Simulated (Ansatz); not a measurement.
KMgF$_{3}$ (cubic perovskite)

```xyz
10
Lattice="8.1085 0.0000 0.0000 0.0000 4.0543 0.0000 0.0000 0.0000 4.0543" Properties=species:S:1:pos:R:3 pbc="T T T"
K      2.0271     2.0271     2.0271
K      6.0814     2.0271     2.0271
Mg     0.0000     0.0000     0.0000
Mg     4.0543     0.0000     0.0000
F      0.0000     2.0271     0.0000
F      4.0543     2.0271     0.0000
F      2.0271     0.0000     0.0000
F      6.0814     0.0000     0.0000
F      0.0000     0.0000     2.0271
F      4.0543     0.0000     2.0271
```

The atoms are displaced by Q × the pattern below (from a DFPT mode at X = (0.5, 0.0, 0.0), largest move 1; Q in Å), at fixed cell. (q is in reciprocal vectors of the primitive cell; the cell shown is doubled to hold the pattern.)

```tsv
atom	x	y	z
K1	0.108	0.000	0.000
K2	-0.108	0.000	0.000
F7	-1.000	0.000	0.000
F8	1.000	0.000	0.000
```

Atoms not listed stay in place.

Level of theory: PBE (plane waves to 420 eV, PAW, scalar-relativistic; Ansatz, a program for electronic structure). k mesh 4×8×8 (Γ-centred), Fermi-Dirac smearing 0.05 eV. KMgF3 was relaxed with its symmetry unable to fall.

At one point of the scan the forces (eV/Å) are:

```json
[
 {"atom": "K1", "Fx": "0.265", "Fy": "0.000", "Fz": "0.000"},
 {"atom": "K2", "Fx": "-0.265", "Fy": "0.000", "Fz": "0.000"},
 {"atom": "Mg3", "Fx": "0.000", "Fy": "0.000", "Fz": "0.000"},
 {"atom": "Mg4", "Fx": "0.000", "Fy": "0.000", "Fz": "0.000"},
 {"atom": "F5", "Fx": "0.000", "Fy": "0.000", "Fz": "0.000"},
 {"atom": "F6", "Fx": "0.000", "Fy": "0.000", "Fz": "0.000"},
 {"atom": "F7", "Fx": "-1.237", "Fy": "0.000", "Fz": "0.000"},
 {"atom": "F8", "Fx": "1.237", "Fy": "0.000", "Fz": "0.000"},
 {"atom": "F9", "Fx": "0.000", "Fy": "0.000", "Fz": "0.000"},
 {"atom": "F10", "Fx": "0.000", "Fy": "0.000", "Fz": "0.000"}
]
```

Problem. Which point is it?
A. Q = -0.033 Å
B. Q = -0.083 Å
C. Q = -0.017 Å
D. Q = -0.100 Å

Solution. D, Q = -0.100 Å

(For displaced atoms, the force is minus the slope of the energy, and its curvature is a force constant, which sets phonon frequencies.)
